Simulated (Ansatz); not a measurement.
input.yaml (Ansatz)

```yaml
crystal:
  lattice:
    - [0.0, 3.2801942926, 3.2801942926]
    - [3.2801942926, 0.0, 3.2801942926]
    - [3.2801942926, 3.2801942926, 0.0]
  atoms:
    - { symbol: In, position: [0.125, 0.125, 0.125] }
    - { symbol: In, position: [0.875, 0.875, 0.875] }
hamiltonian:
  xc: pbesol
  pseudopotentials:
    kind: paw
    azcp:
      In: "pseudopotentials/In.paw.azcp"
basis:
  ecutwfc: 420
  fft_grid_basis: typed
kpoints:
  mp_grid: { grid: [14, 14, 14], shift: [0, 0, 0] }
magnetization:
  spin_polarized: false
scf:
  occupations: { method: fermi_dirac, width: 0.1 }
output:
  write_density: true
  write_potential: true
  elf: true
  volumetric_format: npy
```

and its output:

```
Warning: the record states the generating functional pbe (its physics header spells it `PBE`), which answers neither for hamiltonian.xc's functional nor for the pbesol family's — results may be inconsistent (PPs are generated against a specific XC)
Engine: ansatz 0.2.0, aarch64-unknown-linux-gnu
Pseudopotentials: kind: paw
Pseudopotential: In, paw, valence charge 13, recommended cutoff 420 eV (normal) 
Functional definition: PBEsol
  exchange = pbesol_x
  correlation = pbesol_c
Crystal: 2 atoms, lattice volume = 70.588 Å³
Basis set: ecut = 420 eV, 1411 PW (Γ)
Bands: 17, of which v1, the nominal top of the filled ones, is band 13 counted from 1 (12 counted from 0)
Symmetry: 48 space group operations
Space group: Fd-3m (ITA 227), of the structure as read, at distance tolerance 4.1e-5 Å
k-points: 104 of 2744
Non-local potential: In, projectors of the file, l = 0: 2, l = 1: 2, l = 2: 2, l = 3: 2
PAW form: soft (Blöchl's): semilocal exchange-correlation on the pseudo side does not see the compensation charge
PAW frozen core: In, regenerated for the run's functional, and the local potential with it (the file was generated under x = pbe(κ = 0.804, μ = 0.2195149727645171), c = pbe(β = 0.06672455060314922))
PAW one-centre angular grid: In, 590 points (default); XC on 64 Gauss nodes
Initial density: superposition of atomic densities (neutral atoms: chi_scale 0, normalization atom), corrected by the library's trained network
Initial wavefunctions: pseudopotential atomic-orbital guess
Functional: x = pbesol(κ = 0.804, μ = 0.12345679012345678), c = pbesol(β = 0.046)
SCF iter   1: F=—  HF=-11050.041378 eV  |F-HF|=—  |Δ(HF+E_count)|=         —  Δρ=2.53e-3  dr2=4.65e-3  ethr=1.77e-3  ⟨swp⟩=5.8  Hψ=9041  notcnv=0
SCF iter   2: F=—  HF=-11050.038282 eV  |F-HF|=—  |Δ(HF+E_count)|=   3.10e-3  Δρ=1.26e-3  dr2=8.69e-4  ethr=1.79e-5  ⟨swp⟩=2.0  Hψ=3949  notcnv=0
SCF iter   3: F=—  HF=-11050.038060 eV  |F-HF|=—  |Δ(HF+E_count)|=   2.22e-4  Δρ=5.36e-4  dr2=2.30e-4  ethr=3.34e-6  ⟨swp⟩=2.0  Hψ=3095  notcnv=0
SCF iter   4: F=—  HF=-11050.038000 eV  |F-HF|=—  |Δ(HF+E_count)|=   6.01e-5  Δρ=9.79e-5  dr2=1.55e-5  ethr=8.84e-7  ⟨swp⟩=2.0  Hψ=3008  notcnv=0
SCF iter   5: F=—  HF=-11050.037997 eV  |F-HF|=—  |Δ(HF+E_count)|=   3.13e-6  Δρ=3.57e-5  dr2=1.00e-6  ethr=5.97e-8  ⟨swp⟩=2.5  Hψ=2573  notcnv=0
SCF iter   6: F=-11050.037997 eV  HF=-11050.037997 eV  |F-HF|=8.03e-9  |Δ(HF+E_count)|=   2.48e-7  Δρ=5.07e-6  dr2=2.51e-8  ethr=3.85e-10  ⟨swp⟩=2.0  Hψ=7202  notcnv=0
SCF 1 converged in 6 iterations: F = -11050.037997 eV  dr2 = 2.51e-8
SCF converged after 6 iterations
Free energy (F): -11050.037997 eV
Harris-Foulkes:  -11050.037997 eV  (|F-HF|=8.03e-9)
Internal energy: -11049.985640 eV  (E = F + TS)
E sigma→0 (E₀):  -11050.011818 eV
Entropy (-TS):   -0.052357 eV (-26.179 meV/atom)
Fermi energy:    6.027408 eV
--- Per-component energies (eV) ---
  E_band       = -149.729298
  E_kinetic    = 483.753960
  E_local      = -2789.753837  (includes V_loc(G=0)·N_el)
  E_nonlocal   = 734.235730
  E_hartree    = 1110.016387
  E_xc         = -427.128082
  E_vxc        = -199.656319  (∫ρ·V_xc dr)
  E_paw        = -8163.378528  (= ΣΔE_a)
  E_vpaw       = -598.342883  (= ΣTr[D̂ρ^β])
  E_aug_tail   = 0.000050  (compensation charges beyond the density's cutoff)
  E_ewald      = -1998.203125
  E_core_change = 0.471805  (= ΣΔE_core)
  E_smearing   = -0.052357  (= −TS)
  E_closure    = 0.000000  (closes the sum)
  Σ components = -11050.037997   (vs F -11050.037997, Δ=0.00e0)
--- Band table (eV; the first three rows and the last of 104) ---
  k-point 0: bands = ["-8.5693", "-8.5693", "-8.5693", "-8.4967", "-8.4967", "-8.0316", "-8.0316", "-8.0316", "-7.9732", "-7.9732", "-2.1386", "8.5018", "8.5018", "8.5018", "8.6012", "10.1612", "10.1612"]
  k-point 1: bands = ["-8.5770", "-8.5770", "-8.5678", "-8.4861", "-8.4861", "-8.0390", "-8.0390", "-8.0343", "-7.9671", "-7.9671", "-2.0862", "7.4376", "8.3637", "8.3637", "9.1570", "10.3265", "10.3265"]
  k-point 2: bands = ["-8.5915", "-8.5915", "-8.5637", "-8.4641", "-8.4641", "-8.0545", "-8.0545", "-8.0421", "-7.9552", "-7.9552", "-1.9299", "6.2344", "8.0694", "8.0694", "9.0880", "10.6751", "10.6751"]
  k-point 103: bands = ["-8.6702", "-8.6702", "-8.3826", "-8.3826", "-8.2513", "-8.2513", "-8.1782", "-8.1782", "-7.8670", "-7.8670", "1.2383", "1.2383", "4.8701", "4.8701", "10.9621", "10.9621", "12.3345"]
```
